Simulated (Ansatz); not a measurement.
Ag:
```
CELL_PARAMETERS angstrom
      2.86838     0.00000     0.00000
     -1.43419     2.48409     0.00000
      0.00000     0.00000     4.68564
ATOMIC_POSITIONS crystal
  Ag 0.33333 0.66667 0.25000
  Ag 0.66667 0.33333 0.75000
```

Relaxed with PBEsol. Special points in fractions of this cell's reciprocal vectors: Γ (0.000, 0.000, 0.000); M (0.500, 0.000, 0.000); K (0.333, 0.333, 0.000); A (0.000, 0.000, 0.500); L (0.500, 0.000, 0.500); H (0.333, 0.333, 0.500).

List the band energies nearest the Fermi level at these points for PBEsol (plane waves, PAW; program Ansatz).

In eV from the Fermi level; about four levels below and three above (degenerate sets whole), none deeper than 8.9 eV; … stands for higher levels left out; points with the same levels are listed once.

```csv
k,below,above
Γ,-4.12 -4.12 -3.05 -3.05 -0.54,3.69 15.55 …
M,-3.85 -2.91 -2.85 -2.77,0.07 1.58 6.93
K,-4.03 -3.20 -3.20 -3.08,3.16 3.18 3.18
A,-3.38 -3.38 -3.38 -3.38,11.24 11.24 …
L,-3.12 -3.12 -2.82 -2.82,0.67 0.67 4.69 4.69
H,-4.07 -4.07 -3.01 -3.01,4.10 4.10 5.65 5.65
```

Space group P6_3/mmc (hcp (Mg type)). The workflow started from a Materials Project entry (that database holds measured and hypothetical structures alike); the Crystallography Open Database files this formula in space group No. 194, but the cells were not matched. It is not the phase usual at ambient conditions (space group No. 225). Symmetry was held in the PBEsol relaxation; its stability against distortions is not shown here. The run is not spin-polarised. Spin–orbit coupling is left out wherever it is not named.

Potentials: the earlier of the program's two PAW sets. The files were generated under PBE; for other functionals the program regenerates the frozen cores, and for LDA and PBEsol the local potential too.
